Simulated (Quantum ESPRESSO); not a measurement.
# Zr3GaO7F: input and log of a self-consistent run

Simulated, not a measurement. The program is pw.x of Quantum ESPRESSO 7.5 (plane-wave density functional theory). The cell is made up: 12 atoms on a rutile lattice, with randomly drawn elements, strain and displacements, not relaxed. PseudoDojo standard norm-conserving files (v0.5 for PBE, v0.4.1 for LDA and PBEsol) set the functional; there is no spin polarisation, spin-orbit coupling or dispersion term, and the masses in the input are unused placeholders.

Input:

```
&control calculation='scf', pseudo_dir='./dojo.nc.sr.pbe.v0_5.standard.upf', outdir='./o', disk_io='low', tprnfor=.true., tstress=.true. /
&system ibrav=0, nat=12, ntyp=4, nbnd=55, ecutwfc=84.00895049, nosym=.true., tot_charge=0,
 occupations='smearing', smearing='fd', degauss=0.0018374661
/
&electrons conv_thr=7.350e-09, electron_maxstep=60, /
ATOMIC_SPECIES
F 1.0 F.upf
Ga 1.0 Ga.upf
O 1.0 O.upf
Zr 1.0 Zr.upf
CELL_PARAMETERS angstrom
4.8861 0.0 0.0
0.0 4.8861 0.0
0.0 0.0 6.5215
ATOMIC_POSITIONS angstrom
Zr 0.0091 -0.0109 -0.0307
Zr 2.4436 2.4758 1.6677
Ga 0.0514 0.0285 3.2121
Zr 2.4739 2.4754 4.9282
O 1.5074 1.5094 -0.0119
O 3.4368 3.3937 -0.0378
O 3.9471 0.967 1.6055
O 1.0131 3.9055 1.6754
O 1.4938 1.521 3.2769
F 3.3657 3.3867 3.2317
O 3.9466 0.9488 4.8907
O 0.9405 3.8669 4.9411
K_POINTS automatic
5 5 4 1 1 1
```

The log is shortened where brackets say so; the opening notice, blank lines, dates and the lines on written files are dropped, and the path of the files is cut. It prints rydbergs, bohrs and kilobars, and counts compression as positive stress. With no partly filled state, the Fermi energy that it prints is only some level between the filled and the empty states on the mesh, and need not lie in the true gap.

```
     Program PWSCF v.7.5
     Parallel version (MPI & OpenMP), running on       4 processor cores
     Number of MPI processes:                 4
     Threads/MPI process:                     1
     [start-up lines left out]
     bravais-lattice index     =            0
     lattice parameter (alat)  =       9.2334  a.u.
     unit-cell volume          =    1050.6760 (a.u.)^3
     number of atoms/cell      =           12
     number of atomic types    =            4
     number of electrons       =        98.00
     number of Kohn-Sham states=           55
     kinetic-energy cutoff     =      84.0090  Ry
     charge density cutoff     =     336.0358  Ry
     scf convergence threshold =      7.3E-09
     mixing beta               =       0.7000
     number of iterations used =            8  plain     mixing
     Exchange-correlation= PBE
                           (   1   4   3   4   0   0   0)
     [axes and pseudopotential details left out]
   Cartesian axes
     site n.     atom                  positions (alat units)
         1        Zr     tau(   1) = (   0.0018624  -0.0022308  -0.0062831  )
         2        Zr     tau(   2) = (   0.5001126   0.5067027   0.3413152  )
         3        Ga     tau(   3) = (   0.0105196   0.0058329   0.6573955  )
         4        Zr     tau(   4) = (   0.5063138   0.5066208   1.0086163  )
         5        O      tau(   5) = (   0.3085078   0.3089171  -0.0024355  )
         6        O      tau(   6) = (   0.7033831   0.6945621  -0.0077362  )
         7        O      tau(   7) = (   0.8078222   0.1979084   0.3285852  )
         8        O      tau(   8) = (   0.2073433   0.7993082   0.3428911  )
         9        O      tau(   9) = (   0.3057244   0.3112912   0.6706576  )
        10        F      tau(  10) = (   0.6888316   0.6931295   0.6614068  )
        11        O      tau(  11) = (   0.8077199   0.1941835   1.0009414  )
        12        O      tau(  12) = (   0.1924848   0.7914083   1.0112564  )
     number of k points=    50  Fermi-Dirac smearing, width (Ry)=  0.0018
                       cart. coord. in units 2pi/alat
        k(    1) = (   0.1000000   0.1000000   0.0936537), wk =   0.0400000
        k(    2) = (   0.1000000   0.1000000   0.2809611), wk =   0.0400000
     [further k points left out]
     Dense  grid:   109283 G-vectors     FFT dimensions: (  54,  54,  72)
     Estimated max dynamical RAM per process >     319.52 MB
     Estimated total dynamical RAM >       1.17 GB
     Initial potential from superposition of free atoms
     starting charge      97.9902, renormalised to      98.0000
     Starting wfcs are   71 randomized atomic wfcs
     total cpu time spent up to now is        4.7 secs
     per-process dynamical memory:   252.8 Mb
     Self-consistent Calculation
     iteration #  1     ecut=    84.01 Ry     beta= 0.70
     Davidson diagonalization with overlap
     ethr =  1.00E-02,  avg # of iterations =  2.0
     total cpu time spent up to now is       12.1 secs
     total energy              =    -736.68646946 Ry
     estimated scf accuracy    <       4.24655014 Ry
     iteration #  2     ecut=    84.01 Ry     beta= 0.70
     Davidson diagonalization with overlap
     ethr =  4.33E-03,  avg # of iterations =  5.9
     total cpu time spent up to now is       23.0 secs
     total energy              =    -735.96631328 Ry
     estimated scf accuracy    <      13.02260199 Ry
     iteration #  3     ecut=    84.01 Ry     beta= 0.70
     Davidson diagonalization with overlap
     ethr =  4.33E-03,  avg # of iterations =  3.8
     total cpu time spent up to now is       32.7 secs
     total energy              =    -738.78577888 Ry
     estimated scf accuracy    <       0.26965496 Ry
     iteration #  4     ecut=    84.01 Ry     beta= 0.70
     Davidson diagonalization with overlap
     ethr =  2.75E-04,  avg # of iterations =  4.6
     total cpu time spent up to now is       41.8 secs
     total energy              =    -738.81584491 Ry
     estimated scf accuracy    <       0.11915748 Ry
     iteration #  5     ecut=    84.01 Ry     beta= 0.70
     Davidson diagonalization with overlap
     ethr =  1.22E-04,  avg # of iterations =  2.6
     total cpu time spent up to now is       49.0 secs
     total energy              =    -738.80870664 Ry
     estimated scf accuracy    <       0.03357171 Ry
     [iterations 6 to 10 left out]
     iteration # 11     ecut=    84.01 Ry     beta= 0.70
     Davidson diagonalization with overlap
     ethr =  1.97E-08,  avg # of iterations =  2.0
     total cpu time spent up to now is      105.8 secs
     total energy              =    -738.81927691 Ry
     estimated scf accuracy    <       0.00000859 Ry
     iteration # 12     ecut=    84.01 Ry     beta= 0.70
     Davidson diagonalization with overlap
     ethr =  8.76E-09,  avg # of iterations =  2.7
     total cpu time spent up to now is      113.7 secs
     total energy              =    -738.81927809 Ry
     estimated scf accuracy    <       0.00000057 Ry
     iteration # 13     ecut=    84.01 Ry     beta= 0.70
     Davidson diagonalization with overlap
     ethr =  5.82E-10,  avg # of iterations =  4.6
     total cpu time spent up to now is      123.8 secs
     total energy              =    -738.81927837 Ry
     estimated scf accuracy    <       0.00000005 Ry
     iteration # 14     ecut=    84.01 Ry     beta= 0.70
     Davidson diagonalization with overlap
     ethr =  4.92E-11,  avg # of iterations =  3.5
     total cpu time spent up to now is      132.1 secs
     total energy              =    -738.81927837 Ry
     estimated scf accuracy    <       0.00000002 Ry
     iteration # 15     ecut=    84.01 Ry     beta= 0.70
     Davidson diagonalization with overlap
     ethr =  2.39E-11,  avg # of iterations =  2.1
     total cpu time spent up to now is      139.8 secs
     End of self-consistent calculation
          k = 0.1000 0.1000 0.0937 ( 13664 PWs)   bands (ev):
   -39.8178 -39.6954 -39.4839 -19.0466 -18.1264 -17.9829 -17.9092 -17.8318
   -17.7121 -17.6658 -17.6160 -17.5783 -15.4593  -8.7556  -8.3801  -7.9233
    -7.8493  -7.7491  -7.4958  -7.2600  -5.5143  -5.5089  -5.4795  -5.3757
    -5.2052   1.0467   1.6038   2.4298   2.9628   4.0149   4.2518   4.5282
     4.6165   4.9208   5.0929   5.4894   5.5682   5.7454   6.1098   6.2679
     6.5851   6.7905   6.9902   7.0287   7.3142   7.3511   7.4755   7.5662
     8.1788  10.8990  11.9315  12.3639  12.8326  12.9090  13.0255
     [levels at the other k points left out]
     the Fermi energy is    10.0656 ev
!    total energy              =    -738.81927837 Ry
     estimated scf accuracy    <          3.9E-09 Ry
     smearing contrib. (-TS)   =      -0.00000000 Ry
     internal energy E=F+TS    =    -738.81927837 Ry
     The total energy is F=E-TS. E is the sum of the following terms:
     one-electron contribution =    -224.79386630 Ry
     hartree contribution      =     171.48848352 Ry
     xc contribution           =    -171.77319483 Ry
     ewald contribution        =    -513.74070076 Ry
     convergence has been achieved in  15 iterations
     Forces acting on atoms (cartesian axes, Ry/au):
     atom    1 type  4   force =     0.00472703    0.02416888    0.00343986
     atom    2 type  4   force =    -0.05216284   -0.08929482   -0.09009022
     atom    3 type  2   force =     0.05164509    0.06711706    0.00693445
     atom    4 type  4   force =    -0.05431030   -0.06821503    0.05385887
     atom    5 type  3   force =     0.02114637    0.01434435    0.00784424
     atom    6 type  3   force =    -0.01142717   -0.00561224    0.02521645
     atom    7 type  3   force =     0.01296558   -0.02066801    0.04207885
     atom    8 type  3   force =    -0.03744025    0.03435420    0.02588411
     atom    9 type  3   force =     0.00597751   -0.00799647   -0.00924694
     atom   10 type  1   force =     0.05248759    0.04805663    0.02240554
     atom   11 type  3   force =     0.01019703   -0.01548594   -0.03857299
     atom   12 type  3   force =    -0.00380562    0.01923139   -0.04975223
     Total force =     0.233936     Total SCF correction =     0.000120
     Computing stress (Cartesian axis) and pressure
          total   stress  (Ry/bohr**3)                   (kbar)     P=      -31.12
  -0.00014896   0.00015722   0.00005360          -21.91       23.13        7.89
   0.00015722  -0.00015960   0.00006169           23.13      -23.48        9.08
   0.00005360   0.00006169  -0.00032608            7.89        9.08      -47.97
     init_run     :      4.48s CPU      4.63s WALL (       1 calls)
     electrons    :    134.75s CPU    135.08s WALL (       1 calls)
     forces       :      1.67s CPU      1.69s WALL (       1 calls)
     stress       :      5.55s CPU      5.67s WALL (       1 calls)
     [timing details left out]
     PWSCF        :   2m26.55s CPU   2m27.23s WALL
     JOB DONE.
```

In other units: free energy -10052.148 eV for the cell, pressure -3.11 GPa, largest force component 2.316 eV/Å. A rerun of a related cell, with the same atoms placed differently, at 1467 eV and a 7 x 7 x 6 mesh moved values by no more than 0.004 eV in energy, 0.03 GPa in stress and 0.003 eV/Å in force.